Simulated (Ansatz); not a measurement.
**TiO2 with Cr replacing Ti: field gradients at two levels of theory**

Cell: a supercell of TiO2 (rutile type, P4_2/mnm) built from a COD entry, with the ions relaxed around the defect (PBE).

Space group Pmmm (No. 47); a = 6.4944, b = 6.4944, c = 8.8722 Å.

```csv
site,Wyckoff,site symmetry,x,y,z
Cr,1a,mmm,0.0000,0.0000,0.0000
Ti2,2q,mm2,0.0000,0.0000,0.3292
Ti4,1f,mmm,0.5000,0.5000,0.0000
Ti5,2t,mm2,0.5000,0.5000,0.3333
Ti7,2s,mm2,0.5000,0.0000,0.1645
Ti8,1d,mmm,0.5000,0.0000,0.5000
Ti10,2r,mm2,0.0000,0.5000,0.1664
Ti11,1g,mmm,0.0000,0.5000,0.5000
O13,2i,2mm,0.3043,0.0000,0.0000
O14,4w,.m.,0.3052,0.0000,0.3337
O16,2k,2mm,0.8033,0.5000,0.0000
O17,4x,.m.,0.8032,0.5000,0.3338
O19,4v,m..,0.5000,0.3050,0.1668
O20,2p,m2m,0.5000,0.3046,0.5000
O22,4u,m..,0.0000,0.8019,0.1682
O23,2n,m2m,0.0000,0.8032,0.5000
```

One atom of each set is listed.

First run. Method: Kohn–Sham DFT in Ansatz, PBE, plane waves and PAW, scalar-relativistic, collinear spin, 420 eV cutoff, Γ-centred 3×3×2 k-points, Fermi–Dirac smearing 0.01 eV, cell charge -1. Start moments as typed (μB): 3 on each Cr, none on the rest.

```
site  V_zz (10²¹ V/m²)     η  m (μB)
  Cr              1.08  0.37    2.24
 Ti2             -2.07  0.43    0.02
 Ti5             -1.84  0.17    0.01
 Ti7             -2.29  0.39    0.03
Ti10              1.52  0.10    0.03
Ti11              1.25  0.99    0.00
 O13              3.85  0.51   -0.01
 O14             -2.31  0.99    0.00
 O16             -2.68  0.90    0.00
 O17             -2.76  0.87    0.00
 O19              2.46  1.00    0.00
 O20             -2.55  0.94    0.00
 O22              3.46  0.85    0.00
 O23             -2.36  0.99    0.00
```

Second run. The same atoms and settings, except that the functional is r2SCAN and the cutoff is 500 eV.

(1) What does the second run give?

Results:

(1) 

| site | V_zz | η | change of V_zz | m (μB) |
| --- | --- | --- | --- | --- |
| Cr | 0.95 | 0.13 | -0.13 | 2.35 |
| Ti2 | -2.22 | 0.41 | -0.15 | 0.01 |
| Ti5 | -1.91 | 0.15 | -0.07 | 0.00 |
| Ti7 | -2.41 | 0.45 | -0.12 | 0.02 |
| Ti10 | 1.62 | 0.03 | +0.10 | 0.02 |
| Ti11 | -1.33 | 0.93 | – | 0.00 |
| O13 | 3.61 | 0.71 | -0.24 | -0.01 |
| O14 | -2.54 | 0.87 | -0.23 | 0.00 |
| O16 | -2.97 | 0.80 | -0.29 | 0.00 |
| O17 | -3.06 | 0.77 | -0.30 | 0.00 |
| O19 | -2.74 | 0.87 | – | 0.00 |
| O20 | -2.82 | 0.83 | -0.27 | 0.00 |
| O22 | -3.36 | 0.94 | – | 0.00 |
| O23 | -2.60 | 0.90 | -0.24 | 0.00 |

The largest change of V_zz along a kept axis is on O17, from -2.76 to -3.06. In per cent, |V_zz| changes by -12 on Cr, +4 to +7 on Ti, -6 to +11 on O (all sites that start above 0.5, bar those whose gradient vanishes or changes sign or whose main axis turns by over 40°). Where |V_zz| stays above 0.1 and the axes keep their order, η moves most on O13, from 0.51 to 0.71. On Cr V_xx and V_yy change places (or their axes turn by over 50°), so the two values of η hide a larger change. On O22, O19, Ti11 the largest principal value lies along another axis in the second run, so the two V_zz can't be compared directly. The table leaves out 2 of the 16 sites, with |V_zz| up to 2.54; their tensors move by 0.10 at most along any direction. The statements above cover all sites.

The defect repeats with the cell of 36 atoms, so it feels its images: sites between two images don't show the values beside a lone defect, and zeros or small values of η there can come from the images' arrangement. O and Ti carry a gradient in the pure host already, so the values there aren't the defect's effect alone. The relaxation keeps the site symmetry mmm of the start, so the impurity can't leave its site; a start off the site could end lower. A uniform background compensates the cell's charge.
For the second run: The program didn't check the stability of this electronic state in full, so a lower one may lie near.
